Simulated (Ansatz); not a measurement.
This run works on a generated trial structure, not on a known crystal.

Input and command of a plane-wave DFT calculation in Ansatz:

```yaml
crystal:
  lattice:
    - [6.54667371, 0.0, 0.0]
    - [0.0, 6.54667371, 0.0]
    - [0.0, 0.0, 5.14029012]
  atoms:
    - { symbol: Al, position: [0.0, 0.0, 0.18319281] }
    - { symbol: Al, position: [0.5, 0.5, 0.68319281] }
    - { symbol: As, position: [0.82340292, 0.46452278, 0.95393818] }
    - { symbol: As, position: [0.17659708, 0.53547722, 0.95393818] }
    - { symbol: As, position: [0.03547722, 0.32340292, 0.45393818] }
    - { symbol: As, position: [0.96452278, 0.67659708, 0.45393818] }
    - { symbol: As, position: [0.32340292, 0.03547722, 0.45393818] }
    - { symbol: As, position: [0.67659708, 0.96452278, 0.45393818] }
    - { symbol: As, position: [0.53547722, 0.17659708, 0.95393818] }
    - { symbol: As, position: [0.46452278, 0.82340292, 0.95393818] }
basis:
  ecutwfc: 420
kpoints:
  mp_grid: { grid: [3, 3, 3] }
hamiltonian:
  xc: pbe
scf:
  occupations: { method: gaussian, width: 0.2 }
  lower_state_search: "off"
output:
  forces: true
  stress: true
  eigenvalues: true
relax:
  adjacent_minimum: "off"
  f_tol: 0.08
  max_steps: 16
  cell: { stress_tol: 0.8 }
```

```bash
ansatz run input.yaml --threads 1 --pin off --max-ram 2560MiB --backend cpu --events-out ev --progress --plain --runs-dir out
```

Processor: Arm Neoverse V2, 1 thread, on a host shared with other jobs.

Problem. How long does it run, and how much memory does it take?

Solution. About 2.9 min, peak memory 0.45 GiB. It solves 76 bands at 6 k points (after reduction by symmetry) with about 4479 plane waves (on the last cell), in 100 SCF iterations over 15 ionic steps.
